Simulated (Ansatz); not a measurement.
BePd (CsCl type, space group No. 221) at seven volumes, plane-wave PAW LDA (Ansatz code), scaled uniformly. One row is withheld.

```tsv
V (Å³/atom)	P (GPa)
9.696	24.10
10.016	14.69
10.335	6.74
10.655	0.01
10.975	?
11.294	-10.48
11.614	-14.53
```

Question: Fit the shown pressures and predict the withheld one.

Answer: P = (3/2)B₀(x^(7/2) − x^(5/2))[1 + (3/4)(B′ − 4)(x − 1)] with x = (V₀/V)^(2/3). Least squares on the six rows gives V₀ = 10.656 Å³/atom, B₀ = 206 GPa, B′ = 4.58. At V = 10.975, x = 0.9805 and P = -5.68 GPa. The run itself gave -5.67 GPa.

Space group Pm-3m (CsCl type). The first step of the workflow began from a Materials Project structure, measured or hypothetical; the Crystallography Open Database files this formula in space group No. 221, but the cells were not matched. Whether it is the stable phase at ambient conditions was not checked. The LDA relaxation kept the symmetry of its start; of distortions, only those at the zone centre were tested. No spin polarisation was allowed.

Potentials: the later of the program's two PAW sets.
